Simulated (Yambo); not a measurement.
Na₂CO₃ (space group C2/m, No. 12): how the kernel and the scissor change the optical response along x (Yambo; 4×4×4 mesh, 117 bands, 3 Ry local-field block, 0.2 eV broadening). Axes are Cartesian, with cell vectors (Å) (4.39, -2.63, 0.00), (4.39, 2.63, 0.00), (-1.35, 0.00, 5.77).

```json
[
 {"level": "independent particles on LDA bands", "ε(0)": "2.77", "highest point of Im ε up to 20 eV": "7.12 eV"},
 {"level": "RPA with local fields on LDA bands", "ε(0)": "2.44", "highest point of Im ε up to 20 eV": "8.38 eV"},
 {"level": "RPA with local fields on LDA bands shifted by a G0W0 scissor of 3.28 eV", "ε(0)": "2.14", "highest point of Im ε up to 20 eV": "11.62 eV"},
 {"level": "TDDFT with the adiabatic LDA kernel on LDA bands", "ε(0)": "2.50", "highest point of Im ε up to 20 eV": "8.00 eV"}
]
```

Energies lie on a grid of 0.125 eV.

Electronic response only. Convergence of the RPA response with its 4×4×4 mesh was not tested. The scissor comes from a G0W0 run whose convergence isn't established.

Geometry of the Materials Project entry, not relaxed at this level; primitive cell a = b = 5.121 Å, c = 5.922 Å, α = β = 101.29°, γ = 61.87°.
